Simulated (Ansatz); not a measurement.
SiRh (CsCl type, Pm-3m), PBE (plane waves, PAW; program Ansatz), all energies at zero smearing, with the estimated change up to a 700 eV cutoff added, with one set of potentials and settings (totals compare only within such a set). Cell of 2 atoms (1 Rh, 1 Si): -7039.756 eV.

```tsv
element	reference phase	E (eV/atom)
Rh	Fm-3m, 1 atoms in the cell	-6402.8911
Si	Fd-3m, 2 atoms in the cell	-635.8096
```

Formation energy per atom, worked out: (-7039.756 − 1×(-6402.8911) − 1×(-635.8096))/2 = -0.528 eV/atom (-51 kJ per mol of atoms), at 0 K, without zero-point energy or fitted corrections.

A made-up cell: these elements were put on the sites of a structure type; the Crystallography Open Database copy checked does not list it. COD files the formula under space group No. 14, so this cell is another polymorph or a model. Whether it is the stable phase at ambient conditions was not checked. The cell was relaxed with PBE under the symmetry of its start; its stability against distortions is not shown here. The run is not spin-polarised. The references are the lowest solids computed at this level, not always the standard phases.

Potentials: the later of the program's two PAW sets.
